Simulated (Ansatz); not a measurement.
Relaxed Ru (hcp, Mg type):

```yaml
crystal:
  lattice:
    - [2.72203, 0.00000, 0.00000]
    - [-1.36102, 2.35735, 0.00000]
    - [0.00000, 0.00000, 4.29074]
  atoms:
    - { symbol: Ru, position: [0.33333, 0.66667, 0.75000] }
    - { symbol: Ru, position: [0.66667, 0.33333, 0.25000] }
```

Calculation: PBE (plane waves to 420 eV, PAW, scalar-relativistic; Ansatz, a quantum-chemistry and plane-wave program). k mesh 16×16×9 (Γ-centred), Fermi-Dirac smearing 0.05 eV. With partly filled bands, energies and forces of such displacements shift with the k mesh and the smearing. Ru is run without spin polarisation. Ru was relaxed with its symmetry unable to fall. The PAW data are Ansatz's earlier set.

One atom of the cell was then moved (with its periodic images), all else fixed, and the forces (eV/Å) came out as:

```csv
atom,Fx,Fy,Fz
Ru1,0.000,0.000,-10.821
Ru2,0.000,0.000,10.821
```

With two atoms only their relative shift counts; take Ru2 as fixed.

**Question.** Which atom was moved, and by which vector (Å)?

**Answer.** Ru1, by (0.00, 0.00, 0.53), 0.53 Å in all.

(A displaced cell: forces are minus the slopes of the energy, force constants its curvatures, and phonons follow from these.)
